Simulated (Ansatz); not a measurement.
**Ti2Te2P (R-3m): electronic heat capacity and spin susceptibility from the density of states**

All numbers below come from Ansatz 0.2.0, DFT PBEsol, scalar-relativistic, plane waves, PAW.

Settings: cutoff 420 eV, Γ-centred mesh 12×12×12 on the computed 5-atom cell, Gaussian smearing of 0.10 eV; no spin polarisation.

Relaxed cell: R-3m, a = 3.597 Å, b = 3.597 Å, c = 28.159 Å, α = 90.00°, β = 90.00°, γ = 120.00°, 5 atoms in the primitive cell. Whether it is the stable form of this composition wasn't checked.

The density of states at the Fermi level is 2.369 states/eV in the cell of 5 atoms (1 formula unit; both spins, tetrahedra on a 18×18×18 mesh). Averaged over bins of 0.1 eV the density runs from 1.9 to 2.6 states/eV within 0.2 eV of the Fermi level, so the figure hangs on the exact place of that level.

**Question.** What Sommerfeld coefficient and Pauli susceptibility does this give?

**Answer.** Per formula unit N(E_F) = 2.369 states/eV. γ = (π²/3) k_B² N(E_F) N_A = 2.357 mJ/(mol K²) per state/eV, so γ = 5.6 mJ/(mol K²), a mole of formula units. χ_P = μ_B² N(E_F) N_A = 3.23×10⁻⁵ emu/mol per state/eV gives 7.7×10⁻⁵ emu/mol. This is the bare band result: a measured γ of the same phase is as a rule larger by a factor 1 + λ from phonons and spin fluctuations, the spin part of χ is larger by the Stoner factor, and a measured χ also holds orbital and core terms. N(E_F) at one energy is sensitive to the mesh where the density of states has sharp peaks.

Spin-orbit coupling is left out, which matters for the bands of heavy elements.

Cost: 1 run of about 3.8 core-minutes, on Oxide Virtual Turin-like Processor (Zen 5) (shared hosts).